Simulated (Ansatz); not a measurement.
Input and output for fcc Pd (100), 5 layers: DFT, LDA, PAW with Ansatz's default frozen-core files, scalar-relativistic (Ansatz 0.2.0). This run: vacuum of 11 Å.

The slab is cut from a bulk crystal relaxed on PAW files (its atoms may have been relaxed since).

Command: `ansatz run input.yaml --threads 2 --pin off --max-ram 4096MiB --backend cpu --events-out ev --progress --plain --runs-dir out` It took 7.3 s on 2 threads of Intel(R) Xeon(R) Platinum 8488C (Sapphire Rapids), with other jobs on the host, peak memory 0.47 GiB.

```yaml
crystal:
  lattice:
    - [2.7154616614, 0.0, 0.0]
    - [0.0, 2.7154616614, 0.0]
    - [0.0, 0.0, 18.5928]
  atoms:
    - { symbol: Pd, position: [0.0, 0.0, 0.2958126485] }
    - { symbol: Pd, position: [0.5, 0.5, 0.3972045724] }
    - { symbol: Pd, position: [0.0, 0.0, 0.4999999997] }
    - { symbol: Pd, position: [0.5, 0.5, 0.6027954262] }
    - { symbol: Pd, position: [0.0, 0.0, 0.7041873515] }
kpoints:
  mp_grid: { grid: [13, 13, 1] }
scf:
  occupations: { method: fermi_dirac, width: 0.05 }
hamiltonian:
  xc: lda
  pseudopotentials: { kind: paw }
output:
  forces: true
  stress: true
  eigenvalues: true
efield:
  axis: 3
  amplitude: 0
  dipole_correction: true
```

Output:

```
Engine: ansatz 0.2.0
Pseudopotentials: kind: paw
Pseudopotential: Pd, paw, valence charge 18, recommended cutoff 420 eV (normal), Pd.paw.azcp
Functional definition: SPW92
  exchange = slater_x
  correlation = pw_c
Crystal: 5 atoms, lattice volume = 137.098 Å³
Basis set: ecut = 420 eV, 2739 PW (Γ)
Bands: 54, of which v1, the nominal top of the filled ones, is band 45 counted from 1 (44 counted from 0)
Symmetry: 8 space group operations
k-points: 28 of 169
Non-local potential: Pd, projectors of the file, l = 0: 2, l = 1: 2, l = 2: 2, l = 3: 1
PAW form: soft (Blöchl's): semilocal exchange-correlation on the pseudo side does not see the compensation charge
PAW frozen core: Pd, regenerated for the run's functional, and the local potential with it (the file was generated under x = pbe(κ = 0.804, μ = 0.2195149727645171), c = pbe(β = 0.06672455060314922))
PAW one-centre angular grid: Pd, 590 points (default); XC on 64 Gauss nodes
Initial density: superposition of atomic densities (neutral atoms: chi_scale 0, normalization atom), corrected by the library's trained network
Initial wavefunctions: pseudopotential atomic-orbital guess
Functional: x = slater, c = lda
SCF iter   1: F=—  HF=-34221.112023 eV  |F-HF|=—  |Δ(HF+E_count)|=         —  Δρ=1.94e-2  dr2=3.16e0  ethr=1.77e-3  p=0.000 e·Å  D=1.78e-10 V/Å  ΔV_dip=-0.00 eV  dr2_dipole=6.64e-7  V_vac-E_F(+/−)=4.94/4.94 eV  ⟨swp⟩=7.6  Hψ=6297  notcnv=0  defer=16
efield: sawtooth ramp at fractional position 0.9500 (placed from the atoms, in the widest stretch of the axis that holds none; the zero of the levels goes with the place), width 0.1000; the density the first Hamiltonian is built on has a dipole p = 0.000 e·Å; the dipole correction subtracts the counter field D = 1.78e-10 V/Å, which shifts the + side's vacuum level by -0.00 eV against the − side's; the planar-averaged density in the ramp window peaks in size at 3.2e-4 e/Å³
preconditioner: auto → LDOS  [metal: Δε(μ)=0.013 eV  Ē_g=7.226 eV  σ=0.050 eV  W_gap=0.06  n_scr=42 (ndim 8)  ℏωp=22.4 eV  f_vac=0.434  D(μ)=9.97/eV (n_scr^D=124)  β→1.0]
SCF iter   2: F=—  HF=-34221.059886 eV  |F-HF|=—  |Δ(HF+E_count)|=   5.21e-2  Δρ=1.56e-2  dr2=5.31e-1  ethr=1.77e-3  p=0.000 e·Å  D=5.27e-6 V/Å  ΔV_dip=-0.00 eV  dr2_dipole=1.69e-6  V_vac-E_F(+/−)=5.50/5.50 eV  ⟨swp⟩=3.0  Hψ=2585  notcnv=0  defer=49
SCF iter   3: F=—  HF=-34221.004131 eV  |F-HF|=—  |Δ(HF+E_count)|=   5.58e-2  Δρ=5.81e-3  dr2=2.51e-1  ethr=5.90e-4  p=0.000 e·Å  D=6.20e-6 V/Å  ΔV_dip=-0.00 eV  dr2_dipole=6.21e-7  V_vac-E_F(+/−)=5.35/5.35 eV  ⟨swp⟩=2.0  Hψ=2231  notcnv=0  defer=49
SCF iter   4: F=—  HF=-34220.997926 eV  |F-HF|=—  |Δ(HF+E_count)|=   6.20e-3  Δρ=1.46e-3  dr2=9.44e-3  ethr=2.79e-4  p=0.000 e·Å  D=7.56e-6 V/Å  ΔV_dip=-0.00 eV  dr2_dipole=4.68e-9  V_vac-E_F(+/−)=5.44/5.44 eV  ⟨swp⟩=1.9  Hψ=1582  notcnv=0  defer=50
SCF iter   5: F=—  HF=-34220.997211 eV  |F-HF|=—  |Δ(HF+E_count)|=   7.15e-4  Δρ=7.36e-4  dr2=8.90e-4  ethr=1.05e-5  p=-0.000 e·Å  D=-1.90e-7 V/Å  ΔV_dip=0.00 eV  dr2_dipole=1.65e-9  V_vac-E_F(+/−)=5.49/5.49 eV  ⟨swp⟩=2.0  Hψ=2090  notcnv=0  defer=51
SCF iter   6: F=—  HF=-34220.997282 eV  |F-HF|=—  |Δ(HF+E_count)|=   7.13e-5  Δρ=3.03e-4  dr2=2.78e-4  ethr=9.89e-7  p=-0.000 e·Å  D=-1.21e-6 V/Å  ΔV_dip=0.00 eV  dr2_dipole=1.54e-11  V_vac-E_F(+/−)=5.50/5.50 eV  ⟨swp⟩=2.2  Hψ=1793  notcnv=0  defer=51
SCF iter   7: F=—  HF=-34220.997277 eV  |F-HF|=—  |Δ(HF+E_count)|=   5.46e-6  Δρ=1.66e-4  dr2=5.75e-5  ethr=3.09e-7  p=0.000 e·Å  D=1.20e-6 V/Å  ΔV_dip=-0.00 eV  dr2_dipole=2.42e-9  V_vac-E_F(+/−)=5.50/5.50 eV  ⟨swp⟩=2.2  Hψ=2020  notcnv=0  defer=51
SCF iter   8: F=—  HF=-34220.997268 eV  |F-HF|=—  |Δ(HF+E_count)|=   9.00e-6  Δρ=6.27e-5  dr2=5.89e-6  ethr=6.39e-8  p=-0.000 e·Å  D=-1.86e-6 V/Å  ΔV_dip=0.00 eV  dr2_dipole=9.39e-13  V_vac-E_F(+/−)=5.50/5.50 eV  ⟨swp⟩=2.2  Hψ=2262  notcnv=0  defer=51
SCF iter   9: F=—  HF=-34220.997267 eV  |F-HF|=—  |Δ(HF+E_count)|=   1.15e-6  Δρ=1.03e-5  dr2=1.96e-7  ethr=6.54e-9  p=0.000 e·Å  D=1.10e-6 V/Å  ΔV_dip=-0.00 eV  dr2_dipole=1.30e-11  V_vac-E_F(+/−)=5.50/5.50 eV  ⟨swp⟩=2.5  Hψ=2484  notcnv=0  defer=51
SCF iter  10: F=-34220.997267 eV  HF=-34220.997267 eV  |F-HF|=2.33e-8  |Δ(HF+E_count)|=   2.28e-8  Δρ=4.38e-6  dr2=2.61e-8  ethr=1.11e-10  p=-0.000 e·Å  D=-1.26e-6 V/Å  ΔV_dip=0.00 eV  dr2_dipole=1.77e-12  V_vac-E_F(+/−)=5.50/5.50 eV  ⟨swp⟩=13.1  Hψ=6725  notcnv=0
WARN: efield: at this solve's end the planar-averaged density reaches 7.79e-5 e/Å³ inside the ramp window [0.8962, 0.1038] (bound 1e-5 e/Å³); the window's nearer edge stands 3.57 Å from this solve's nearest atom along the axis. Its work functions, free energy, forces, stress, dipole, levels and responses can be off, and this figure does not tell by how much. A short vacuum, a low `basis.ecutwfc` or `basis.ecutrho_ratio` and negative occupations (`scf.occupations.method`) can put density there. See the manual's quickstart, § The vacuum guard
SCF 1 converged in 10 iterations: F = -34220.997267 eV  dr2 = 2.61e-8
  greatest PAW one-centre occupation: 0.998 electrons in one spin orbital (limit 2), on the Pd atom at site 0 (counted from 0), in its partial waves of l = 0
SCF converged after 10 iterations
Free energy (F): -34220.997267 eV
Harris-Foulkes:  -34220.997267 eV  (|F-HF|=2.33e-8)
Internal energy: -34220.915071 eV  (E = F + TS)
E sigma→0 (E₀):  -34220.956169 eV
Entropy (-TS):   -0.082196 eV (-16.439 meV/atom)
Fermi energy:    7.984961 eV
Dipole field:    D = 0.000001 V/Å  (p = 0.000001 e·Å, saw-weighted, corrected)
Work function:   Φ+ = 5.5008 eV (in doubt: plateau slope 1.2e-2 eV/Å)   Φ− = 5.5015 eV
Levels:          The Fermi level and band energies are counted from a zero that moves with the ramp; work functions are not
Vacuum region:   at the solve's end the planar-averaged density reaches 7.79e-5 e/Å³ inside the ramp window [0.8962, 0.1038] (bound 1e-5 e/Å³)
--- Per-component energies (eV) ---
  E_band       = -1740.835636
  E_kinetic    = 2570.030060
  E_local      = -84074.581793  (includes V_loc(G=0)·N_el)
  E_nonlocal   = 1115.921978
  E_hartree    = 40682.018591
  E_xc         = -837.284623
  E_vxc        = -1055.206722  (∫ρ·V_xc dr)
  E_paw        = -18114.976181  (= ΣΔE_a)
  E_vpaw       = -1661.027203  (= ΣTr[D̂ρ^β])
  E_aug_tail   = 0.001028  (compensation charges beyond the density's cutoff)
  E_efield     = 0.000000  (sawtooth field / dipole correction)
  E_vefield    = 0.000000  (∫n·V_field dr)
  E_ewald      = 24434.552200
  E_core_change = 3.403669  (= ΣΔE_core)
  E_smearing   = -0.082196  (= −TS)
  E_closure    = 0.000000  (closes the sum)
  Σ components = -34220.997267   (vs F -34220.997267, Δ=0.00e0)
--- Forces (eV/Å), atoms counted from 1 ---
  atom   1  Pd    -0.00000000     0.00000000    -0.00156076
  atom   2  Pd     0.00000000     0.00000000     0.00117071
  atom   3  Pd    -0.00000000    -0.00000000    -0.00004188
  atom   4  Pd    -0.00000000    -0.00000000    -0.00115584
  atom   5  Pd     0.00000000    -0.00000000     0.00161084
  max |Σ_I F_I| component: 2.31e-5 eV/Å
--- Stress (GPa, compression-positive) ---
       -2.883124      -0.000000       0.000000
       -0.000000      -2.883124      -0.000000
        0.000000      -0.000000       0.008186
  P = ⅓ Tr σ = -1.9194 GPa (-19.194 kbar)
--- Band table (eV; the first three rows and the last of 28) ---
  k-point 0: bands = ["-76.1926", "-76.1273", "-76.1113", "-75.6084", "-75.6084", "-42.1342", "-41.9701", "-41.8687", "-41.8687", "-41.8123", "-41.7715", "-41.7715", "-41.7277", "-41.7277", "-41.3292", "-41.3292", "-41.3290", "-41.3290", "-41.2580", "-41.2564", "0.7725", "1.9113", "2.3380", "2.6112", "3.0291", "3.1283", "3.1292", "3.8138", "4.5027", "4.8477", "5.0709", "5.0709", "5.7404", "5.7404", "6.1757", "6.2967", "6.6208", "6.6719", "6.6719", "6.7330", "7.0795", "7.4826", "7.5519", "7.6299", "7.6299", "7.9059", "8.0042", "8.1618", "8.1618", "9.4668", "10.7641", "13.3496", "14.5794", "16.5641"]
  k-point 1: bands = ["-76.1906", "-76.1259", "-76.1107", "-75.6072", "-75.6072", "-42.1296", "-41.9785", "-41.8732", "-41.8657", "-41.8303", "-41.7708", "-41.7699", "-41.7439", "-41.7280", "-41.3432", "-41.3431", "-41.3283", "-41.3282", "-41.2563", "-41.2552", "0.9150", "2.0321", "2.4332", "2.7020", "3.1089", "3.2282", "3.2294", "3.8770", "4.5279", "4.9103", "5.0552", "5.1012", "5.5186", "5.7101", "6.1745", "6.3810", "6.4953", "6.5151", "6.6224", "6.7024", "7.1539", "7.2377", "7.3879", "7.6045", "7.7787", "7.8050", "7.9462", "8.1172", "8.1896", "9.8612", "11.2534", "13.4773", "14.7335", "16.6727"]
  k-point 2: bands = ["-76.1849", "-76.1222", "-76.1091", "-75.6039", "-75.6039", "-42.1176", "-42.0056", "-41.8835", "-41.8725", "-41.8570", "-41.7866", "-41.7757", "-41.7656", "-41.7290", "-41.3819", "-41.3812", "-41.3259", "-41.3258", "-41.2523", "-41.2521", "1.3153", "2.3224", "2.6375", "3.0177", "3.2272", "3.3531", "3.6144", "4.2153", "4.6164", "5.0565", "5.0775", "5.1808", "5.2466", "5.6133", "5.7453", "6.2243", "6.3655", "6.4882", "6.5809", "6.6691", "6.9482", "7.0190", "7.1509", "7.2930", "7.6525", "7.7012", "8.0054", "8.1714", "8.7349", "10.6665", "12.2662", "13.8563", "15.2008", "16.9902"]
  k-point 27: bands = ["-76.1330", "-76.0824", "-76.0823", "-75.5657", "-75.5657", "-42.1284", "-42.1281", "-42.0112", "-42.0042", "-41.9362", "-41.9259", "-41.9232", "-41.8976", "-41.8904", "-41.5470", "-41.5467", "-41.5463", "-41.5462", "-41.2316", "-41.2316", "2.4517", "2.4755", "2.7302", "2.7315", "3.0424", "3.4630", "3.5529", "3.5618", "3.7727", "4.7816", "4.8013", "6.2605", "6.3065", "6.8389", "7.0653", "7.4368", "7.6926", "7.6972", "7.7043", "7.8309", "8.1109", "8.1905", "8.2157", "8.5334", "8.5700", "11.7148", "12.3604", "13.6409", "14.2987", "15.7479", "16.6097", "17.5282", "18.7144", "18.8805"]
```

Next run (core holes in 3d of Pd), as changes to the input before:

```diff
-    - [0.0, 0.0, 18.5928]
+    - [0.0, 0.0, 23.6805]
   atoms:
-    - { symbol: Pd, position: [0.0, 0.0, 0.2958126485] }
-    - { symbol: Pd, position: [0.5, 0.5, 0.3972045724] }
-    - { symbol: Pd, position: [0.0, 0.0, 0.4999999997] }
-    - { symbol: Pd, position: [0.5, 0.5, 0.6027954262] }
-    - { symbol: Pd, position: [0.0, 0.0, 0.7041873515] }
+    - { symbol: Pd, position: [0.0, 0.0, 0.3396818233] }
+    - { symbol: Pd, position: [0.5, 0.5, 0.4192899297] }
+    - { symbol: Pd, position: [0.0, 0.0, 0.5] }
+    - { symbol: Pd, position: [0.5, 0.5, 0.5807100697] }
+    - { symbol: Pd, position: [0.0, 0.0, 0.6603181772] }
 kpoints:
   eigenvalues: true
-efield:
-  axis: 3
-  amplitude: 0
-  dipole_correction: true
+  core_levels:
+    shells: { Pd: ["3d"] }
+    counted_from: fermi_level
+    add_spin: false
```

Command: `ansatz run input.yaml --threads 2 --pin off --max-ram 4096MiB --backend cpu --events-out ev --progress --plain --runs-dir out` It took 48 s on 2 threads of Intel(R) Xeon(R) Platinum 8488C (Sapphire Rapids) (shared host), peak memory 0.57 GiB.

Results part of the output:

```
SCF 1 converged in 10 iterations: F = -34220.997246 eV  dr2 = 2.97e-8
  greatest PAW one-centre occupation: 0.998 electrons in one spin orbital (limit 2), on the Pd atom at site 4 (counted from 0), in its partial waves of l = 0
── core hole 1/3: 3d of Pd 0 ──
── 3d of Pd 0: 334.693 eV over the cell without the hole, in 13 iterations ──
── core hole 2/3: 3d of Pd 1 ──
── 3d of Pd 1: 335.188 eV over the cell without the hole, in 14 iterations ──
── core hole 3/3: 3d of Pd 2 ──
── 3d of Pd 2: 335.201 eV over the cell without the hole, in 11 iterations ──
SCF converged after 10 iterations
Free energy (F): -34220.997246 eV
Harris-Foulkes:  -34220.997246 eV  (|F-HF|=1.01e-7)
Internal energy: -34220.915047 eV  (E = F + TS)
E sigma→0 (E₀):  -34220.956146 eV
Entropy (-TS):   -0.082199 eV (-16.440 meV/atom)
[... lines left out ...]
  P = ⅓ Tr σ = -1.5069 GPa (-15.069 kbar)
--- Band table (eV; the first three rows and the last of 28) ---
  k-point 0: bands = ["-79.0903", "-79.0250", "-79.0091", "-78.5062", "-78.5062", "-45.0320", "-44.8679", "-44.7664", "-44.7664", "-44.7101", "-44.6693", "-44.6693", "-44.6255", "-44.6255", "-44.2270", "-44.2270", "-44.2269", "-44.2269", "-44.1557", "-44.1542", "-2.1254", "-0.9865", "-0.5598", "-0.2866", "0.1313", "0.2305", "0.2313", "0.9160", "1.6048", "1.9499", "2.1731", "2.1731", "2.8426", "2.8426", "3.2780", "3.3989", "3.7230", "3.7741", "3.7741", "3.8352", "4.1817", "4.5848", "4.6538", "4.7321", "4.7321", "5.0081", "5.1064", "5.2640", "5.2640", "6.5716", "7.8595", "10.4638", "10.8711", "11.6852"]
  k-point 1: bands = ["-79.0883", "-79.0237", "-79.0085", "-78.5050", "-78.5050", "-45.0274", "-44.8763", "-44.7709", "-44.7634", "-44.7280", "-44.6686", "-44.6677", "-44.6417", "-44.6258", "-44.2410", "-44.2409", "-44.2261", "-44.2260", "-44.1541", "-44.1530", "-1.9828", "-0.8657", "-0.4646", "-0.1958", "0.2111", "0.3304", "0.3316", "0.9792", "1.6301", "2.0125", "2.1574", "2.2034", "2.6208", "2.8123", "3.2767", "3.4833", "3.5975", "3.6173", "3.7246", "3.8046", "4.2561", "4.3399", "4.4901", "4.7067", "4.8809", "4.9072", "5.0484", "5.2190", "5.2918", "6.9665", "8.3462", "10.5882", "11.0161", "11.8085"]
  k-point 2: bands = ["-79.0826", "-79.0200", "-79.0069", "-78.5017", "-78.5017", "-45.0153", "-44.9034", "-44.7812", "-44.7703", "-44.7548", "-44.6844", "-44.6735", "-44.6634", "-44.6268", "-44.2797", "-44.2790", "-44.2237", "-44.2236", "-44.1501", "-44.1499", "-1.5825", "-0.5755", "-0.2603", "0.1199", "0.3293", "0.4553", "0.7166", "1.3175", "1.7186", "2.1587", "2.1797", "2.2830", "2.3488", "2.7155", "2.8475", "3.3264", "3.4677", "3.5904", "3.6831", "3.7714", "4.0504", "4.1212", "4.2531", "4.3953", "4.7547", "4.8034", "5.1076", "5.2736", "5.8366", "7.7732", "9.3475", "10.9593", "11.4576", "12.1744"]
  k-point 27: bands = ["-79.0307", "-78.9802", "-78.9801", "-78.4635", "-78.4635", "-45.0261", "-45.0258", "-44.9090", "-44.9020", "-44.8340", "-44.8237", "-44.8210", "-44.7954", "-44.7882", "-44.4448", "-44.4445", "-44.4441", "-44.4440", "-44.1294", "-44.1294", "-0.4461", "-0.4223", "-0.1676", "-0.1663", "0.1445", "0.5652", "0.6551", "0.6640", "0.8749", "1.8838", "1.9035", "3.3627", "3.4087", "3.9411", "4.1675", "4.5390", "4.7948", "4.7994", "4.8065", "4.9331", "5.2132", "5.2927", "5.3178", "5.6356", "5.6722", "8.8170", "9.4626", "10.7431", "11.4009", "12.8502", "13.7120", "14.6297", "15.8179", "15.9823"]
--- Core levels from the Fermi level (as output.core_levels.counted_from types it; a hole's nearest image at 2.7 Å) ---
  the holes have no spin, as output.core_levels.add_spin types it
  atom         alike  shell      binding/eV   shift/eV difference/eV images/eV   SCF
  Pd 0             2     3d         334.693     +0.000       334.693         –    13
  Pd 1             2     3d         335.188     +0.495       335.188         –    14
  Pd 2             1     3d         335.201     +0.508       335.201         –    11
  the dataset of Pd with a 3d hole: scattering error 0.005 eV; free atom: scalar-relativistic, large and small components
  the two lines of Pd's 3d: 3d3/2 +3.207 eV and 3d5/2 -2.138 eV off its levels, 2 : 3 in strength
```

Next run (Ag in place of Pd in the outer layer), as changes to the input before:

```diff
   atoms:
-    - { symbol: Pd, position: [0.0, 0.0, 0.3396818233] }
+    - { symbol: Ag, position: [0.0, 0.0, 0.3396818233] }
   eigenvalues: true
-  core_levels:
-    shells: { Pd: ["3d"] }
-    counted_from: fermi_level
-    add_spin: false
+efield:
+  axis: 3
+  amplitude: 0
+  dipole_correction: true
```

Results part of the output:

```
SCF 1 converged in 12 iterations: F = -34834.947882 eV  dr2 = 6.26e-8
  greatest PAW one-centre occupation: 1.002 electrons in one spin orbital (limit 2), on the Ag atom at site 0 (counted from 0), in its partial waves of l = 0
SCF converged after 12 iterations
Free energy (F): -34834.947882 eV
Harris-Foulkes:  -34834.947882 eV  (|F-HF|=9.74e-9)
Internal energy: -34834.878696 eV  (E = F + TS)
E sigma→0 (E₀):  -34834.913289 eV
Entropy (-TS):   -0.069186 eV (-13.837 meV/atom)
Fermi energy:    5.294347 eV
Dipole field:    D = -0.026704 V/Å  (p = -0.025768 e·Å, saw-weighted, corrected)
Work function:   Φ+ = 5.5313 eV   Φ− = 4.8989 eV
Levels:          The Fermi level and band energies are counted from a zero that moves with the ramp; work functions are not
--- Per-component energies (eV) ---
  E_band       = -2043.265743
  E_kinetic    = 2587.088406
  E_local      = -153959.105161  (includes V_loc(G=0)·N_el)
  E_nonlocal   = 979.399483
[... lines left out ...]
--- Forces (eV/Å), atoms counted from 1 ---
  atom   1  Ag    -0.00000000     0.00000000    -0.67082039
  atom   2  Pd     0.00000000     0.00000000     0.49187720
  atom   3  Pd     0.00000000     0.00000000     0.13477592
  atom   4  Pd     0.00000000    -0.00000000     0.03862992
  atom   5  Pd     0.00000000    -0.00000000     0.00558726
  max |Σ_I F_I| component: 4.99e-5 eV/Å
--- Stress (GPa, compression-positive) ---
       -0.419664      -0.000000       0.000000
       -0.000000      -0.419664      -0.000000
        0.000000      -0.000000       1.562155
  P = ⅓ Tr σ = 0.2409 GPa (2.409 kbar)
--- Band table (eV; the first three rows and the last of 28) ---
  k-point 0: bands = ["-85.9969", "-78.8370", "-78.7887", "-78.6195", "-78.3174", "-49.5273", "-49.4785", "-49.4785", "-44.7622", "-44.5598", "-44.5131", "-44.5131", "-44.4238", "-44.4238", "-44.3417", "-44.2873", "-44.2873", "-44.0374", "-44.0374", "-43.9640", "-2.0322", "-1.0908", "-0.6116", "-0.6083", "-0.2452", "0.0588", "0.3743", "0.7574", "1.5514", "1.7765", "1.7765", "2.0929", "2.4249", "2.5668", "2.5668", "2.6683", "3.4894", "3.4894", "3.5412", "3.8401", "4.1145", "4.5388", "4.5890", "4.5890", "4.6436", "4.9955", "5.2798", "5.3840", "5.3840", "6.4364", "7.8673", "10.1935", "10.8964", "11.5506", "12.9741"]
  k-point 1: bands = ["-85.9961", "-78.8350", "-78.7879", "-78.6184", "-78.3162", "-49.5264", "-49.4888", "-49.4776", "-44.7585", "-44.5760", "-44.5112", "-44.5101", "-44.4437", "-44.4232", "-44.3392", "-44.3003", "-44.2868", "-44.0514", "-44.0366", "-43.9626", "-1.8902", "-0.9687", "-0.5673", "-0.4837", "-0.1469", "0.1469", "0.4714", "0.8288", "1.5497", "1.6980", "1.7901", "2.1715", "2.4038", "2.5199", "2.5312", "2.6394", "3.2946", "3.4275", "3.5757", "3.8834", "4.1054", "4.2865", "4.3265", "4.7350", "4.7431", "4.9156", "5.2156", "5.2820", "5.4206", "6.8126", "8.3504", "10.3240", "11.0367", "11.6738", "13.1079"]
  k-point 2: bands = ["-85.9938", "-78.8294", "-78.7857", "-78.6153", "-78.3129", "-49.5239", "-49.5174", "-49.4753", "-44.7493", "-44.6165", "-44.5123", "-44.5017", "-44.4912", "-44.4218", "-44.3466", "-44.3267", "-44.2855", "-44.0897", "-44.0342", "-43.9591", "-1.4932", "-0.6922", "-0.4327", "-0.1342", "0.0448", "0.4822", "0.6068", "1.1365", "1.4108", "1.7688", "1.8203", "2.2872", "2.3515", "2.3689", "2.4306", "2.6541", "3.0902", "3.2529", "3.3873", "3.9137", "3.9775", "4.0433", "4.1153", "4.4532", "4.7005", "4.7958", "5.1693", "5.4312", "5.7782", "7.6043", "9.3325", "10.7161", "11.4643", "12.0399", "13.5111"]
  k-point 27: bands = ["-85.9690", "-78.7763", "-78.7578", "-78.5783", "-78.2747", "-49.6373", "-49.6371", "-49.4935", "-44.7711", "-44.7708", "-44.6484", "-44.6413", "-44.5960", "-44.5382", "-44.4972", "-44.4941", "-44.3599", "-44.2544", "-44.2543", "-43.9389", "-0.6728", "-0.3254", "-0.1848", "-0.1842", "0.0095", "0.2324", "0.4261", "0.4264", "0.9474", "1.6099", "1.6286", "2.6632", "3.1743", "3.1816", "3.4913", "4.2934", "4.3664", "4.7913", "4.8327", "4.9677", "5.0552", "5.4432", "5.5199", "5.6057", "5.8452", "8.7527", "9.4059", "10.5951", "11.2571", "12.7089", "13.5910", "14.4716", "15.1814", "15.8910", "15.8966"]
```

The PAW files were made under PBE. The program warned of electron density in the middle of the vacuum in some runs, so work functions there carry some error.
